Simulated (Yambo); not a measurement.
Material: LaCN2Cl (space group P2_1/m, No. 11); a = 5.364 Å, b = 4.038 Å, c = 7.630 Å, α = 90.00°, β = 100.34°, γ = 90.00° (10 atoms in the cell). The geometry is that of Materials Project entry mp-567373, symmetrised and not relaxed again.

With PBEsol (Quantum ESPRESSO, PseudoDojo norm-conserving, 110 Ry, without SOC), the gap between the mesh's edge points ((-0.5, 0, 0) → Γ) is 3.214 eV.

Estimate the G0W0 gap between the same points from Yambo (2×4×2 Γ-centred k mesh, 179 bands and a 6 Ry block in the screening, 179 bands in G with the Bruneval-Gonze terminator, plasmon pole fitted at 27.2 eV).

The correction is 2.498 eV, giving 5.713 eV, 1.8 times the PBEsol value. Among the k points computed, the smallest G0W0 gap is 5.66 eV, (-0.5, 0, -0.5) → Γ. Convergence of the G0W0 settings was not tested. The 4f states are in the valence at their DFT position.
